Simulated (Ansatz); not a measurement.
NbSnS:
```yaml
crystal:
  lattice:
    - [3.81869, 0.00000, 0.00000]
    - [0.00000, 3.81869, 0.00000]
    - [0.00000, 0.00000, 7.67217]
  atoms:
    - { symbol: Nb, position: [0.00000, 0.50000, 0.70712] }
    - { symbol: Nb, position: [0.50000, 0.00000, 0.29288] }
    - { symbol: Sn, position: [0.00000, 0.00000, 0.00000] }
    - { symbol: Sn, position: [0.50000, 0.50000, 0.00000] }
    - { symbol: S, position: [0.50000, 0.00000, 0.62297] }
    - { symbol: S, position: [0.00000, 0.50000, 0.37703] }
```

Relaxed with PBEsol. Special points in fractions of this cell's reciprocal vectors: Γ (0.000, 0.000, 0.000); X (0.000, 0.500, 0.000); M (0.500, 0.500, 0.000); Z (0.000, 0.000, 0.500); R (0.000, 0.500, 0.500); A (0.500, 0.500, 0.500).

Question: List the band energies nearest the Fermi level at these points for PBEsol (plane waves, PAW; program Ansatz).

Answer: In eV from the Fermi level; about four levels below and three above (degenerate sets whole), none deeper than 8.9 eV; points with the same levels are listed once.

| k | below | above |
|---|---|---|
| Γ | -0.50 -0.22 -0.19 -0.19 | 0.07 0.29 1.04 |
| X | -1.26 -1.26 -0.10 -0.10 | 1.07 1.07 1.57 1.57 |
| M | -4.09 -4.09 -2.28 -2.28 | 0.95 0.95 1.10 1.10 |
| Z | -0.51 -0.21 -0.01 -0.01 | 0.50 0.83 0.98 |
| R | -2.37 -2.37 -0.89 -0.89 | 0.28 0.28 1.19 1.19 |
| A | -3.44 -3.44 -3.09 -3.09 | 0.67 0.67 0.95 0.95 |

Space group P4/nmm. The start of the workflow was typed in or built on a structure type; neither database checked (COD, Materials Project) lists it. Whether it is the stable phase at ambient conditions was not checked. The PBEsol relaxation kept the symmetry of its start. At this level the phase is mechanically unstable. The workflow began spin-polarised and lost its moments. The volume moved by -18 % from the start of the relaxation. Scalar-relativistic: spin–orbit coupling is off unless named, which matters more the heavier the elements.

Potentials: the later of the program's two PAW sets.
